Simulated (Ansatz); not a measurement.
ScSnCN in space group P3m1 (No. 156; Sc on 1b, Sn on 1c, C on 1b, N on 1c), the program Ansatz at the r²SCAN level (PAW), all energies at zero smearing, with the estimated change up to a 700 eV cutoff added, with one set of potentials and settings (totals compare only within such a set). Cell of 4 atoms (1 Sc, 1 Sn, 1 C, 1 N): -8817.652 eV.

```tsv
element	reference phase	E (eV/atom)
Sc	P6_3/mmc, 2 atoms in the cell	-2140.5631
Sn	Fd-3m, 2 atoms in the cell	-6038.7047
C	P6_3/mmc, 4 atoms in the cell	-251.6688
N	Pa-3, 8 atoms in the cell	-384.8341
```

Formation energy per atom, worked out: (-8817.652 − 1×(-2140.5631) − 1×(-6038.7047) − 1×(-251.6688) − 1×(-384.8341))/4 = -0.470 eV/atom (-45 kJ per mol of atoms), at 0 K, without zero-point energy or fitted corrections.

The start of the workflow was typed in or built on a structure type; neither database checked (COD, Materials Project) lists it. Its standing as an ambient phase is unchecked. The r²SCAN relaxation kept the symmetry of its start; its stability against distortions is not shown here. The run is not spin-polarised. The references are the lowest solids computed at this level, not always the standard phases (solids in place of the gases). Scalar-relativistic: spin–orbit coupling is off unless named, which matters more the heavier the elements.

Potentials: the earlier of the program's two PAW sets.
